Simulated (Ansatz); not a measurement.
ScSi:
```yaml
crystal:
  lattice:
    - [3.28223, 0.00000, 0.00000]
    - [0.00000, 3.28223, 0.00000]
    - [0.00000, 0.00000, 3.28223]
  atoms:
    - { symbol: Sc, position: [0.00000, 0.00000, 0.00000] }
    - { symbol: Si, position: [0.50000, 0.50000, 0.50000] }
```

Relaxed with PBEsol. Special points in fractions of this cell's reciprocal vectors: Γ (0.000, 0.000, 0.000); X (0.000, 0.500, 0.000); M (0.500, 0.500, 0.000); R (0.500, 0.500, 0.500).

### Question
List the band energies nearest the Fermi level at these points for plane-wave PAW PBEsol (Ansatz code).

### Answer
In eV from the Fermi level; about four levels below and three above (degenerate sets whole), none deeper than 8.9 eV; points with the same levels are listed once.

| k | below | above |
|---|---|---|
| Γ | -1.04 -1.04 | 1.82 1.82 1.82 |
| X | -8.21 -5.69 -0.12 -0.12 | 0.05 2.95 3.77 |
| M | -7.34 -3.22 -3.22 -1.11 | 1.33 1.33 3.71 |
| R | -4.42 -3.88 -3.88 -3.88 | 2.82 2.82 2.82 |

Space group Pm-3m (CsCl type). The cell is a constructed one: a structure type filled with these elements; neither database checked (COD, Materials Project) lists it. Its standing as an ambient phase is unchecked. The cell was relaxed with PBEsol under the symmetry of its start. At this level the phase is mechanically unstable. The run is not spin-polarised.

Potentials: the earlier of the program's two PAW sets. The files were generated under PBE; for other functionals the program regenerates the frozen cores, and for LDA and PBEsol the local potential too.
